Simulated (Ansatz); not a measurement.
**Ansatz run, NbInPd₂**

input.yaml (Ansatz 0.2.0)

```yaml
crystal:
  lattice:
    - [5.444358, -0.645632, 0.01204]
    - [-1.007532, 5.40382, -0.128537]
    - [-0.20535, -0.871451, 4.903904]
  atoms:
    - { symbol: Nb, position: [0.594252, 0.03457, 0.585139] }
    - { symbol: Nb, position: [0.884565, 0.653265, 0.940485] }
    - { symbol: Pd, position: [0.446243, 0.302373, 0.029931] }
    - { symbol: Pd, position: [0.094737, 0.613792, 0.454534] }
    - { symbol: Pd, position: [0.489611, 0.477271, 0.546195] }
    - { symbol: Pd, position: [0.976686, 0.167324, 0.1364] }
    - { symbol: In, position: [0.104611, 0.093013, 0.625362] }
    - { symbol: In, position: [0.465631, 0.836488, 0.041659] }
kpoints:
  mp_grid: { grid: [4, 4, 4], shift: [0.0, 0.0, 0.5] }
magnetization:
  spin_polarized: false
scf:
  occupations: { method: fermi_dirac, width: 0.1138 }
  lower_state_search: "off"
  max_iter: 200
hamiltonian:
  pseudopotentials: { kind: paw }
  xc: { exchange: { rpbe: 0.57, b88: 0.43 }, correlation: pbe }
basis:
  ecutwfc: 420
  fft_grid_basis: typed
output:
  forces: true
  stress: true
  eigenvalues: true
  bader: true
  populations: true
  elf: true
  write_potential: true
  volumetric_format: npy
  dos:
    e_range: [-12, 8]
    de: 0.05
    projected: { site_lists: { In: [In], Nb: [Nb], Pd: [Pd] } }
checkpoint:
  read: saved_state
```

The run starts from an earlier solution of this cell. 

Excerpt of what it printed:

```
SCF iter   1: F=—  Δρ=1.12e-3  dr2=1.37e-3
SCF iter   2: F=—  Δρ=5.88e-4  dr2=4.27e-4
SCF iter   3: F=—  Δρ=9.50e-5  dr2=2.51e-5
SCF iter   4: F=—  Δρ=3.66e-5  dr2=2.03e-6
SCF iter   5: F=—  Δρ=7.94e-6  dr2=1.53e-7
SCF iter   6: F=-48285.1295 eV  Δρ=2.56e-6  dr2=1.38e-8
Free energy (F): -48285.1295 eV
Harris-Foulkes:  -48285.1295 eV  (|F-HF|=6.52e-9)
Internal energy: -48284.8364 eV  (E = F + TS)
E sigma→0 (E₀):  -48284.9829 eV
Entropy (-TS):   -0.2931 eV (-36.637 meV/atom)
Fermi energy:    17.2114 eV
--- Stress (GPa, compression-positive) ---
       16.5002      -1.4018      -0.6578
       -1.4018      10.4383       2.2870
       -0.6578       2.2870      14.6150
  P = ⅓ Tr σ = 13.8512 GPa (138.512 kbar)
--- Löwdin populations: 8 sites ---
  site symbol       q [e]
     0     Nb     13.1098
     1     Nb     13.0606
     2     Pd     17.2544
     3     Pd     17.2511
     4     Pd     17.2400
     5     Pd     17.3053
     6     In     14.0453
     7     In     13.9015
  spilling = 0.0067 (of n_electrons = 124.0000)
```

Absolute energies hang on the potentials; compare differences alone.

Origin: a disordered cell, so it need not be a known compound. Caveats: the k mesh is coarse if the cell is a metal; atoms or cell far from equilibrium; forces of this functional can be a tenth off on these datasets.
